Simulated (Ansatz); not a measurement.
Single point in Ansatz 0.2.0 with LDA, no spin polarisation. Cutoff 420 eV, PAW datasets, 9×9×9 Γ-centred k mesh, fermi-dirac filling (width 0.1 eV).

Computed maps in the lattice plane spanned by a (left to right, 3.98 Å, 12 points from zero) and b (bottom to top, 3.98 Å, 12 points from zero), 90° apart, at height 0.500 along c. The fields are smooth PAW ones with compensation charges, not the true ones near nuclei.

Valence density. Digits on a logarithmic scale: 0 up to 0.03 e/Å³, each further digit a factor of 1.6, 9 from 1.3 e/Å³ up:
```
689998666666
799999766666
899999866666
799999766666
689998666666
667876667876
666666689998
766666799999
866666899999
766666799999
666666689998
667876667876
```

ELF. Ten even steps from '0' (0.27) to '9' (0.66):
```
006960044444
069896046664
198089146564
069896046664
006960044444
200100200100
044444006960
046664069896
146564198089
046664069896
044444006960
200100200100
```

Task: The cell is BaB2Ir2. Which atoms lie within 0.2 Å of this plane, and where (fractions of a and b)?

Result: Ir at (0.75, 0.25), Ir at (0.25, 0.75). The whole cell:
```
Ir Ba B
1.0
     0.00000    3.98434    0.00000
     3.98434    0.00000    0.00000
     1.99217    1.99217   -5.72463
Ir Ba B
2 1 2
Direct
  0.75000 0.25000 0.50000
  0.25000 0.75000 0.50000
  0.00000 0.00000 0.00000
  0.31900 0.31900 0.36200
  0.68100 0.68100 0.63800
```

Origin: a known structure type with other elements, at an estimated volume, so it need not be a known compound.
